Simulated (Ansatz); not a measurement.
The calculation used DFT PBE, scalar-relativistic, plane waves, PAW (Ansatz). Settings: cutoff 420 eV, Γ-centred meshes spaced at most about 0.3 Å⁻¹, and about 0.25 Å⁻¹ or finer for metals (2π included), Gaussian smearing. No spin polarisation in the final relaxations.

These are static total energies at zero pressure.

Two forms of Ge2Sb2Se were relaxed alike.

A.

```yaml
crystal:
  lattice:
    - [4.01356, 0.00000, 0.00000]
    - [-2.00678, 3.47585, 0.00000]
    - [0.00000, 0.00000, 8.89838]
  atoms:
    - { symbol: Ge, position: [0.33333, 0.66667, 0.18785] }
    - { symbol: Ge, position: [0.66667, 0.33333, 0.81215] }
    - { symbol: Sb, position: [0.33333, 0.66667, 0.61816] }
    - { symbol: Sb, position: [0.66667, 0.33333, 0.38184] }
    - { symbol: Se, position: [0.00000, 0.00000, 0.00000] }
```

B.

```yaml
crystal:
  lattice:
    - [4.44912, 0.00000, 0.00000]
    - [-2.22456, 3.85305, 0.00000]
    - [0.00000, 0.00000, 8.38808]
  atoms:
    - { symbol: Ge, position: [0.33333, 0.66667, 0.50000] }
    - { symbol: Ge, position: [0.66667, 0.33333, 0.00000] }
    - { symbol: Sb, position: [0.00000, 0.00000, 0.32526] }
    - { symbol: Sb, position: [0.00000, 0.00000, 0.67474] }
    - { symbol: Se, position: [0.33333, 0.66667, 0.00000] }
```

Question: Which is lower in energy, and by how much?

Answer: A is lower, by 199 meV/atom. A has space group P-3m1 (No. 164), 24.8 Å³/atom and no gap on its mesh; B has space group P-6m2 (No. 187), 28.8 Å³/atom and no gap. Counting Ge or Sb atoms around Se (for each partner element, those within 1.25 times its shortest distance or 1.15 times the sum of covalent radii, where it is the nearest in units of that sum or under 1.3; the shortest distance is added where it exceeds 1.18 times the sum of covalent radii), A has Se 6 from 2.9 Å and B has Se 3. B holds Sb–Sb pairs (shortest 2.93 Å); in A the shortest Sb–Sb distance is 3.13 Å, near bonding range too. Even the lower one lies +0.10 eV/atom against the reference forms of the elements (uncorrected), so neither is stable at this level. In A, Ge is surrounded by 3 Se at 2.86 Å and 3 Sb at 2.89 Å; Sb is surrounded by 3 Ge at 2.89 Å and 3 Sb at 3.13 Å; Se has 6 Ge at 2.86 Å. In B, Ge on its first site is surrounded by 6 Sb at 2.96 Å; Sb has 1 Sb at 2.93 Å and 3 Ge at 2.96 Å; around Se lie 3 Ge at 2.57 Å; 1 more site not described. Both come from invented guesses.

Weakly bound directions are ill-defined at this level, which has no dispersion term (P-6m2), and this can change margins and order among such cells. Spin–orbit coupling, which can matter for Sb, is left out. Cells relaxed within their symmetry can be saddle points.
